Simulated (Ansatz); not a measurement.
The relaxed structure here is a generated cell of Zn: the first start was made by placing the elements on the sites of a structure type, and the end was not matched to a known phase here, so it may be hypothetical. Known forms of Zn include space group No. 194.

One starting cell of Zn (a generated cell, Zn built in the beta-Sn structure type) was relaxed twice with Ansatz (plane waves, PAW, scalar-relativistic): with r2SCAN at 500 eV and with PBE at 420 eV. The r2SCAN result:

Space group I4₁/amd, origin choice 1 (No. 141); a = b = 5.162 Å, c = 2.467 Å, α = β = γ = 90.00°

```csv
atom,site,symmetry,x,y,z
Zn,4a,-4m2,0.0000,0.0000,0.0000
```
(The calculation used a cell of 2 atoms; values per cell refer to that cell.)

```
quantity                                 r2SCAN      PBE
--------------------------------------  -------  -------
space group                             I4₁/amd  I4₁/amd
volume (Å³/atom)                          16.44      ___
a (Å)                                     5.162      ___
c (Å)                                     2.467      ___
gap (eV, no spin-orbit coupling)           0.00      ___
highest phonon at the sampled q (cm⁻¹)      245      ___
softest mode (cm⁻¹)                         70i      ___
```

Question: Fill in the PBE column.

Answer: 
- volume (Å³/atom), PBE: 17.34
- a (Å), PBE: 5.219
- c (Å), PBE: 2.546
- gap (eV, no spin-orbit coupling), PBE: 0.00
- highest phonon at the sampled q (cm⁻¹), PBE: 210
- softest mode (cm⁻¹), PBE: 60i

Both levels end in the same structure; PBE's volume is 5.5 % larger. Neither column is exact.

No spin polarisation in the result.

The run could not lose the symmetry of its start, so the end can be a saddle point.

All atoms sit on sites fixed by symmetry, so only the cell could relax.

Ansatz is a quantum-chemistry and plane-wave program.
